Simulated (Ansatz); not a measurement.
SiO₂:
```
CELL_PARAMETERS angstrom
      4.94947     0.00000     0.00000
     -2.47474     4.28637     0.00000
      0.00000     0.00000     5.44174
ATOMIC_POSITIONS crystal
  O  0.41257 0.26669 0.21428
  O  0.73331 0.14588 0.54761
  O  0.85412 0.58743 0.88095
  O  0.26669 0.41257 0.78572
  O  0.14588 0.73331 0.45239
  O  0.58743 0.85412 0.11905
  Si 0.47048 0.00000 0.33333
  Si 0.00000 0.47048 0.66667
  Si 0.52952 0.52952 0.00000
```

Relaxed with PBEsol. Special points in fractions of this cell's reciprocal vectors: Γ (0.000, 0.000, 0.000); M (0.500, 0.000, 0.000); K (0.333, 0.333, 0.000); A (0.000, 0.000, 0.500); L (0.500, 0.000, 0.500); H (0.333, 0.333, 0.500).

**Question.** List the band energies nearest the valence-band maximum at these points for PBEsol (plane waves, PAW; program Ansatz).

**Answer.** In eV from the valence-band maximum; about four levels below and three above (degenerate sets whole), none deeper than 8.9 eV; points with the same levels are listed once.

```tsv
k	below	above
Γ	-1.00 -1.00 -0.68 -0.31 -0.31	5.72 9.06 9.06
M	-1.02 -0.77 -0.27 -0.04	7.95 8.72 9.41
K	-1.20 -1.20 -0.43 -0.43 0.00	8.61 8.61 9.14
A	-1.21 -0.22 -0.22 -0.09	7.67 7.67 8.81
L	-0.87 -0.84 -0.59 -0.19	8.54 9.07 9.40
H	-0.93 -0.93 -0.76 -0.57 -0.57	8.61 9.52 9.52
```

Space group P3_121. The cell was relaxed with PBEsol under the symmetry of its start.

Potentials: the later of the program's two PAW sets.
